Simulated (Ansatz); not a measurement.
An elastic tensor (GPa, Voigt order, standard axes) from PBEsol (plane waves, PAW; program Ansatz):

```
40.2   4.3   4.3   0.0   0.0   0.0
 4.3  40.2   4.3   0.0   0.0   0.0
 4.3   4.3  40.2   0.0   0.0   0.0
 0.0   0.0   0.0   3.1   0.0   0.0
 0.0   0.0   0.0   0.0   3.1   0.0
 0.0   0.0   0.0   0.0   0.0   3.1
```

Pick the material that matches.
A. Cs2TlAsI6, Fm-3m (Cs on 8c, Tl on 4b, As on 4a, I on 24e)
B. CaTl, CsCl type
C. CsSnBr3, cubic perovskite
D. YAs, rock salt

A, Cs2TlAsI6, Fm-3m (Cs on 8c, Tl on 4b, As on 4a, I on 24e)

The workflow started from a Materials Project entry (that database holds measured and hypothetical structures alike); the Crystallography Open Database copy checked does not list it. Whether it is the stable phase at ambient conditions was not checked. The cell was relaxed with PBEsol under the symmetry of its start; its stability against distortions is not shown here. Scalar-relativistic: spin–orbit coupling is off unless named, which matters more the heavier the elements.

Potentials: the later of the program's two PAW sets.
